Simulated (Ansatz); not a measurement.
**I — ¹²⁷I nuclear quadrupole resonance**

Cell: a structure deposited in the COD, ions relaxed with PBE at fixed cell.

```
I
1.0
     3.62750   -2.39750    0.00000
     3.62750    2.39750    0.00000
     0.00000    0.00000    9.78000
I
4
Direct
  0.84609 0.15391 0.12160
  0.65391 0.34609 0.62160
  0.15391 0.84609 0.87840
  0.34609 0.65391 0.37840
```

Atoms are numbered from 1 in the order listed; like atoms form one site, named after its first atom.

The numbers come from a DFT calculation in Ansatz (r2SCAN, plane waves and PAW, scalar-relativistic, 500 eV cutoff, Γ-centred 8×8×4 k-points, Fermi–Dirac smearing 0.05 eV).

¹²⁷I: I = 5/2, Q = -688.2 mb (year-2017 value). Static lattice, zero field.

(1) Predict the zero-field ¹²⁷I lines of each site.

Answers

(1) For I = 5/2 and η = 0 the lines are 3|C_Q|/20 and twice that; η pulls their ratio below 2.

```json
{"site": "I", "atoms": "1, 2, 3, 4", "V_zz (10²¹ V/m²)": "119.9", "C_Q (MHz)": "-1996", "η": "0.31", "line frequencies (MHz)": "329.5, 587.8"}
```

The structure holds I–I bonds (2.80 Å). At I V_zz points along its bond to I (within 1°).

Without spin–orbit coupling the gradients at and beside I can be off by some per cent, at some sites by more. With these PAW files V_zz is typically within 2 to 3 % of all-electron values, but misses above 10 % occur on I.
